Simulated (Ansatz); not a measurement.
**Sn: energy along a strain**

Sn, Fd-3m, a = 6.491 Å (as given, not relaxed at this level: 1.0 GPa). Ansatz: PBEsol, PAW, 420 eV, Γ-centred 12×12×12 mesh on 2 atoms, Gaussian smearing 0.15 eV; no spin polarisation. Cell vectors (Å): 0.000 3.246 3.246; 3.246 0.000 3.246; 3.246 3.246 0.000. The cell is strained by x per cent times the pattern (1 -1 0 0 0 0) in the order xx yy zz yz xz xy (engineering shears), with fractional coordinates held. y is the free energy over the start, V0 = 34.189 Å³/atom. Symmetry makes y even in x.

```tsv
x (%)	y (meV/atom)
-4.00	10.55
-2.00	2.64
0.00	0.00
0.50	0.17
1.00	0.66
1.50	?
2.50	4.13
3.00	5.94
3.50	8.08
```

Question: Fit y = c2 x² + c4 x⁴ to the other rows, get the stiffness along the pattern, and predict the missing energy.

Answer: Least squares on the rows shown. y = 0.6609 x² − 0.0001003 x⁴. The clamped-ion stiffness p·C·p = 2 × 6.609 eV × 160.2 / 34.189 Å³ = 62 GPa (second derivative at the start, which stands under stress). At x = 1.50 the fit asked for gives 1.49 meV/atom. The run gave 1.49 meV/atom, the same to the digits shown.